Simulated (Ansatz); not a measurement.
## Trial structures of AlCu5: starts and ends

All numbers below come from DFT PBE, scalar-relativistic, plane waves, PAW (Ansatz 0.2.0). All cells share a 420 eV cutoff and Γ-centred k meshes spaced at most about 0.3 Å⁻¹ (about 0.25 or finer for metals, 2π included). No spin polarisation in the final relaxations.

Each guess was relaxed in cell and atoms at zero pressure, within the symmetry of its start. Temperature and zero-point effects are left out. Coordination counts all near atoms (those within 1.25 times the shortest distance at each site; a plus sign parts nearer from farther groups; a slash parts the counts of unlike sites).

```
guess    made from  start group  V start (Å³/atom)  end group  V end (Å³/atom)  coordination at the end  gap on mesh (eV)  E over the lowest end (meV/atom)
    1  random cell       P4/mmm               13.4          ?                ?                        ?                 ?                                 ?
    2  random cell       P6/mmm               10.1     P6/mmm             21.7             Al 2, Cu 4/5                 0                              1088
    3   Hf5Sc type        P-62m               15.3      P-62m             12.3             Al 12, Cu 12                 0                                 0
    4  random cell       P6/mmm               13.4     P6/mmm             22.4         Al 2, Cu 2+6/4+4                 0                               754
```

Guess 1 as it starts:

```
Al Cu
1.0
     4.40249    0.00000    0.00000
     0.00000    4.40249    0.00000
     0.00000    0.00000    4.13627
Al Cu
1 5
Direct
  0.50000 0.50000 0.00000
  0.27090 0.00000 0.50000
  0.72910 0.00000 0.50000
  0.00000 0.27090 0.50000
  0.00000 0.72910 0.50000
  0.00000 0.00000 0.00000
```

Question: Fill in the missing row: what does this guess relax into, and where does it rank?

Answer: It ends in space group P4/mmm (No. 123), with a = 6.281 Å, c = 2.526 Å, 16.6 Å³/atom and no gap. It lies 0.64 eV/atom over the lowest end, above guess 3 and below guess 4. Counting all near atoms, this end has Al 2, Cu 5/10 and the lowest (guess 3) has Al 12, Cu 12.

```yaml
crystal:
  lattice:
    - [6.28102, 0.00000, 0.00000]
    - [0.00000, 6.28102, 0.00000]
    - [0.00000, 0.00000, 2.52605]
  atoms:
    - { symbol: Al, position: [0.50000, 0.50000, 0.00000] }
    - { symbol: Cu, position: [0.31948, 0.00000, 0.50000] }
    - { symbol: Cu, position: [0.68052, 0.00000, 0.50000] }
    - { symbol: Cu, position: [0.00000, 0.31948, 0.50000] }
    - { symbol: Cu, position: [0.00000, 0.68052, 0.50000] }
    - { symbol: Cu, position: [0.00000, 0.00000, 0.00000] }
```

Formation energies are uncorrected and refer to the elements' standard structures at the same level.

Question: Is the lowest end bound against the elements?

Answer: Yes: its formation energy is −0.13 eV/atom. A negative formation energy is needed for stability but isn't enough: competing phases decide.

Cells relaxed within their symmetry can be saddle points. A lower structure may well exist outside this small set. Some types were kept out of the candidates beforehand, so the set may lack a known form.
